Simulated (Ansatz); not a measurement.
Relaxed HfO$_{2}$ (fluorite):

```xyz
3
Lattice="0.0000 2.5488 2.5488 2.5488 0.0000 2.5488 2.5488 2.5488 0.0000" Properties=species:S:1:pos:R:3 pbc="T T T"
Hf     0.0000     0.0000     0.0000
O      1.2744     1.2744     1.2744
O      3.8232     3.8232     3.8232
```

In this cell atom 2 (O, nearest neighbour Hf at 2.207 Å; its periodic images, 3.6 Å or more away, move with it) is moved by s along Cartesian [110], unit vector (0.707, 0.707, 0.000); all other atoms and the cell stay fixed.

All values below come from PBE (plane waves to 420 eV, PAW, scalar-relativistic; Ansatz, a program for electronic structure). k mesh 9×9×9 (Γ-centred), Fermi-Dirac smearing 0.05 eV. F∥ is the force on the atom along that direction. HfO2 is run without spin polarisation. HfO2 was relaxed with its symmetry unable to fall. Spin-orbit coupling is left out, though Hf is heavy. This is a high-temperature form of HfO2. 

```csv
s (Å),F∥ (eV/Å)
-0.220,2.459
-0.176,1.925
-0.132,1.419
-0.088,0.934
-0.044,0.463
0.000,0.000
0.044,-0.463
0.088,-0.934
0.132,-1.419
0.176,-1.925
0.220,-2.459
```

Problem. What is the force constant k = d²E/ds² of this move at s = 0?

Solution. 10.5 eV/Å². The forces along the line at the two nearest points give (0.463 − (-0.463)) / (2·0.044) = 10.52 eV/Å²; the next pair corrects for the finite step.

(For displaced atoms, the force is minus the slope of the energy, and its curvature is a force constant, which sets phonon frequencies.)
